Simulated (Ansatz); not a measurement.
# Convergence of SrPd with the k-point mesh

Computed with DFT r2SCAN, scalar-relativistic, plane waves, PAW (Ansatz).

```
Sr Pd
1.0
     2.12616   -5.66968    0.00000
     2.12616    5.66968    0.00000
     0.00000    0.00000    4.52184
Sr Pd
2 2
Direct
  0.86069 0.13931 0.75000
  0.13931 0.86069 0.25000
  0.57059 0.42941 0.75000
  0.42941 0.57059 0.25000
```

The plane-wave cutoff is 500 eV. The occupation rule is Gaussian smearing, 0.1 eV. The spin treatment is unpolarised.

The atoms stay fixed while the k-point mesh is varied. ΔE is the energy extrapolated to zero smearing, less that of the reference run (10×10×10). The cell isn't necessarily relaxed at this level. The meshes are Γ-centred. Pressure is positive in compression.

**Question.** One run gave ΔE = -6.81 meV/atom and P = -0.23 GPa. Which k-point mesh did it use, of 1×1×1, 2×2×2, 4×4×2, 4×4×4, 6×6×4, 6×6×6, 8×8×8?

**Answer.** 6×6×4. All runs:

| mesh | ΔE (meV/atom) | P (GPa) | largest change of a force component (eV/Å) | irreducible points |
| --- | --- | --- | --- | --- |
| 1×1×1 | -1048 | -9.33 | 1.027 | 1 |
| 2×2×2 | -60.1 | -1.10 | 0.241 | 6 |
| 4×4×2 | -54.2 | -0.59 | 0.092 | 14 |
| 4×4×4 | -8.24 | -0.22 | 0.022 | 21 |
| 6×6×4 | -6.81 | -0.23 | 0.007 | 39 |
| 6×6×6 | 1.39 | -0.16 | 0.039 | 52 |
| 8×8×8 | 1.11 | -0.21 | 0.005 | 105 |
| 10×10×10 | 0.00 | -0.20 | 0.000 | 186 |

1 further run of this set didn't finish or converge.